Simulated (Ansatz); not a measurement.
The relaxed structure here is a generated cell of Si2W: the first start was made by placing the elements on the sites of a structure type, and the end was not matched to a known phase here, so it may be hypothetical. Known forms of Si2W include space group No. 139.

One starting cell of Si₂W (a generated cell, Si2W built in the AFLOW prototype A2B_tP6_129_ac_c (C38, as in Cu2Sb)) was relaxed twice with Ansatz (plane waves, PAW, scalar-relativistic): with r2SCAN at 500 eV and with PBE at 420 eV. The r2SCAN result:

Si$_{2}$W has the tetragonal space group P4/nmm, origin choice 1 (No. 129), Pearson symbol tP6. Cell: a = b = 3.3615 Å, c = 7.5975 Å, α = β = γ = 90.00°. Si1 on 2a is coordinated by 4 Si at 2.377 Å and 4 W at 2.549 Å. Si2 on 2c sees 5 W at 2.620–2.639 Å. W on 2c is surrounded by 9 Si at 2.549–2.639 Å and 4 W at 3.362 Å. (Neighbours: up to the widest gap in distance over summed covalent radii, below 1.35, at either atom; cation-cation and far metal-metal contacts left out.)

```json
[
 {"quantity": "space group", "r2SCAN": "P4/nmm", "PBE": "P4/nmm"},
 {"quantity": "volume (Å³/atom)", "r2SCAN": "14.31", "PBE": "14.51"},
 {"quantity": "a (Å)", "r2SCAN": "3.362", "PBE": "3.377"},
 {"quantity": "c (Å)", "r2SCAN": "7.598", "PBE": "7.635"},
 {"quantity": "gap (eV, no spin-orbit coupling)", "r2SCAN": "0.00", "PBE": "0.00"}
]
```

Both levels end in the same structure; PBE's volume is 1.4 % larger. Neither column is exact.

No spin polarisation in the result.

The run could not lose the symmetry of its start; a randomly shaken copy of 12 atoms returns to this structure.

Ansatz is a first-principles code.
